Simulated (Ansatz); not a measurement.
## CsPbBr₃: the gap against volume

CsPbBr₃, Pm-3m, a = 5.870 Å. The structure is a COD entry; whether it is the stable form wasn't checked. Ansatz: PBEsol, PAW, 420 eV, Γ-centred 6×6×6 mesh on 5 atoms, Gaussian smearing 0.02 eV; no spin polarisation. Symmetry fixes shape and atoms, so the cell is only scaled; x = ln(V/V0) with V0 = 40.452 Å³/atom. The gap is read at the mesh points alone.

```
      x gap y (eV)
-0.0619       1.145
-0.0305       1.293
 0.0000       1.426
 0.0296       1.545
 0.0583           ?
```

Q: Fit a straight line to the other rows, give the volume deformation potential of the gap and its pressure coefficient, and predict the missing gap. B0 = 21.5 GPa.

A: Means x = -0.01570, y = 1.3522; Σ(Δx)² = 0.004652, ΣΔxΔy = 0.02034; the slope is their ratio. y = 1.4209 + 4.3725 x. The slope is the deformation potential a = dE_g/d ln V = 4.37 eV, and dE_g/dP = −a/B0 = -203 meV/GPa. With a term in x² added, the coefficient of x becomes 4.188, 4 % less, which shows how far this figure hangs on the form. At x = 0.0583 the fit asked for gives 1.676 eV. The run gave 1.650 eV, so the fit is 0.026 eV too high, 5.1 % of the span of the series, against an rms of 0.005 eV on the fitted rows. The row lies outside the fitted range. With a term in x² added, a fit to the same known rows predicts 1.651 eV, so most of the miss is curvature that the known rows already hold.

Spin-orbit coupling is left out, which matters for the bands of heavy elements.

Symmetry holds off the tilts and polar distortions that many cubic perovskites undergo.